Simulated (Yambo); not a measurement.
G0W0@LDA for SiC (2H, space group P6_3mc, No. 186) in Yambo. Reference settings: 6×6×4 Γ-centred k mesh, 76 bands and a 8 Ry block in the screening, 76 bands in G with the Bruneval-Gonze terminator, plasmon pole fitted at 27.2 eV. The LDA gap Γ → K on this mesh is 2.14 eV; G0W0 gaps are taken between the same points.

```json
[
 {"change from the reference": "reference settings", "G0W0 gap Γ → K (eV)": "3.00", "shift of the valence edge (eV)": "-0.47"},
 {"change from the reference": "28 bands in W, 28 bands in G, no terminator", "G0W0 gap Γ → K (eV)": "___", "shift of the valence edge (eV)": "0.31"},
 {"change from the reference": "28 bands in W, 28 bands in G, 2 Ry block", "G0W0 gap Γ → K (eV)": "2.81", "shift of the valence edge (eV)": "0.12"},
 {"change from the reference": "3 Ry block", "G0W0 gap Γ → K (eV)": "2.69", "shift of the valence edge (eV)": "-0.11"},
 {"change from the reference": "28 bands in W, 28 bands in G, 6 Ry block", "G0W0 gap Γ → K (eV)": "2.98", "shift of the valence edge (eV)": "-0.09"},
 {"change from the reference": "18 bands in W, 18 bands in G, 3 Ry block", "G0W0 gap Γ → K (eV)": "3.02", "shift of the valence edge (eV)": "0.23"},
 {"change from the reference": "18 bands in W, 18 bands in G, 3 Ry block, no terminator", "G0W0 gap Γ → K (eV)": "2.96", "shift of the valence edge (eV)": "0.68"},
 {"change from the reference": "28 bands in W, 28 bands in G, 5 Ry block", "G0W0 gap Γ → K (eV)": "___", "shift of the valence edge (eV)": "-0.03"}
]
```

Task: Estimate the withheld gaps from the other rows; the computed values follow.

Result: 
- 28 bands in W, 28 bands in G, no terminator, G0W0 gap Γ → K (eV): 2.88
- 28 bands in W, 28 bands in G, 5 Ry block, G0W0 gap Γ → K (eV): 2.92

The reference isn't shown to be the converged limit.

Geometry relaxed with LDA; primitive cell a = b = 3.0540 Å, c = 5.0119 Å, α = β = 90.00°, γ = 120.00°.

A shift is the quasiparticle energy of the state minus its LDA energy.
